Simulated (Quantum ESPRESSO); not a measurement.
pw.x input (Quantum ESPRESSO 7.5; PBEsol, PseudoDojo standard norm-conserving files, scalar-relativistic):

```
&CONTROL
  calculation = 'scf'
  pseudo_dir = './pseudo'
  outdir = './out'
  tprnfor = .true.
  tstress = .true.
/
&SYSTEM
  ibrav = 0
  nat = 10
  ntyp = 4
  ecutwfc = 110.0
  ecutrho = 440.0
  occupations = 'smearing'
  smearing = 'fd'
  degauss = 0.002
  nbnd = 38
/
&ELECTRONS
  conv_thr = 1e-09
/
ATOMIC_SPECIES
C 12.0110 C.upf
N 14.0070 N.upf
Cl 35.4500 Cl.upf
La 138.9055 La.upf
CELL_PARAMETERS angstrom
  5.363570000000   0.000000000000   0.000000000000
  0.000000000000   4.038460000000   0.000000000000
 -1.369653000000   0.000000000000   7.505807000000
ATOMIC_POSITIONS crystal
C   0.346920000000   0.250000000000   0.358250000000
C   0.653080000000   0.750000000000   0.641750000000
N   0.431760000000   0.750000000000   0.660770000000
N   0.568240000000   0.250000000000   0.339230000000
N   0.877390000000   0.750000000000   0.618450000000
N   0.122610000000   0.250000000000   0.381550000000
Cl   0.745220000000   0.250000000000   0.958010000000
Cl   0.254780000000   0.750000000000   0.041990000000
La   0.177230000000   0.250000000000   0.735920000000
La   0.822770000000   0.750000000000   0.264080000000
K_POINTS automatic
6 8 4 0 0 0
```

End of the output:

```

[...]
     the Fermi energy is     8.6928 ev
!    total energy              =    -313.52742790 Ry
     estimated scf accuracy    <          2.7E-10 Ry
     smearing contrib. (-TS)   =       0.00000000 Ry
     internal energy E=F+TS    =    -313.52742790 Ry
     The total energy is F=E-TS. E is the sum of the following terms:
     one-electron contribution =     -38.83807549 Ry
     hartree contribution      =      52.21314702 Ry
     xc contribution           =     -83.65211953 Ry
     ewald contribution        =    -243.25037991 Ry
     convergence has been achieved in  14 iterations
     Forces acting on atoms (cartesian axes, Ry/au):
     atom    1 type  1   force =    -0.00039674   -0.00000000    0.00025947
     atom    2 type  1   force =     0.00039674    0.00000000   -0.00025947
     atom    3 type  2   force =    -0.00414139    0.00000000    0.00224121
     atom    4 type  2   force =     0.00414139    0.00000000   -0.00224121
     atom    5 type  2   force =     0.00353806    0.00000000   -0.00058792
     atom    6 type  2   force =    -0.00353806    0.00000000    0.00058792
     atom    7 type  3   force =     0.00077637    0.00000000    0.00126580
     atom    8 type  3   force =    -0.00077637    0.00000000   -0.00126580
     atom    9 type  4   force =     0.00014479   -0.00000000   -0.00340200
     atom   10 type  4   force =    -0.00014479    0.00000000    0.00340200
     Total force =     0.009906     Total SCF correction =     0.000038
     Computing stress (Cartesian axis) and pressure
          total   stress  (Ry/bohr**3)                   (kbar)     P=      -34.05
  -0.00020921   0.00000000   0.00000303          -30.78        0.00        0.45
   0.00000000  -0.00025389   0.00000000            0.00      -37.35        0.00
   0.00000303   0.00000000  -0.00023128            0.45        0.00      -34.02
```
In a gapped system the printed Fermi energy is only some level inside the gap.

Geometry of the Materials Project entry, not relaxed at this level.
